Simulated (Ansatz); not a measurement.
Relax this structure to zero stress and force, keeping its symmetry:

```cif
data_structure
_symmetry_space_group_name_H-M 'Pnma'
_symmetry_Int_Tables_number 62
_cell_length_a 6.5589
_cell_length_b 7.3043
_cell_length_c 4.7706
_cell_angle_alpha 90.000
_cell_angle_beta 90.000
_cell_angle_gamma 90.000
_cell_volume 228.55
loop_
_atom_site_label
_atom_site_type_symbol
_atom_site_symmetry_multiplicity
_atom_site_Wyckoff_symbol
_atom_site_fract_x
_atom_site_fract_y
_atom_site_fract_z
_atom_site_occupancy
Al1 Al 4 c 0.01038 0.25000 0.91571 1
Al2 Al 8 d 0.17132 0.44390 0.36380 1
Ni1 Ni 4 c 0.87108 0.25000 0.44428 1
```

The calculation used DFT r2SCAN, scalar-relativistic, plane waves, PAW in Ansatz.

Settings: cutoff 500 eV, Γ-centred mesh 6×6×8 on the computed 16-atom cell, Gaussian smearing of 0.10 eV; no spin polarisation.

Question: What does it relax to?

Answer: The volume goes up by 0.03 Å³/atom to 14.32 Å³/atom, and the energy falls by 0.4 meV/atom. Final structure:
```yaml
crystal:
  lattice:
    - [6.59710, 0.00000, 0.00000]
    - [0.00000, 7.30801, 0.00000]
    - [0.00000, 0.00000, 4.75140]
  atoms:
    - { symbol: Al, position: [0.00989, 0.25000, 0.91592] }
    - { symbol: Al, position: [0.17064, 0.44303, 0.36681] }
    - { symbol: Al, position: [0.17064, 0.05697, 0.36681] }
    - { symbol: Al, position: [0.32936, 0.55697, 0.86681] }
    - { symbol: Al, position: [0.67064, 0.44303, 0.13319] }
    - { symbol: Al, position: [0.82936, 0.94303, 0.63319] }
    - { symbol: Al, position: [0.67064, 0.05697, 0.13319] }
    - { symbol: Al, position: [0.82936, 0.55697, 0.63319] }
    - { symbol: Al, position: [0.32936, 0.94303, 0.86681] }
    - { symbol: Al, position: [0.50989, 0.25000, 0.58408] }
    - { symbol: Al, position: [0.99011, 0.75000, 0.08408] }
    - { symbol: Al, position: [0.49011, 0.75000, 0.41592] }
    - { symbol: Ni, position: [0.87023, 0.25000, 0.44339] }
    - { symbol: Ni, position: [0.37023, 0.25000, 0.05661] }
    - { symbol: Ni, position: [0.12977, 0.75000, 0.55661] }
    - { symbol: Ni, position: [0.62977, 0.75000, 0.94339] }
```

Cost: 1 run of about 11 core-minutes, on Oxide Virtual Turin-like Processor (Zen 5) (shared hosts).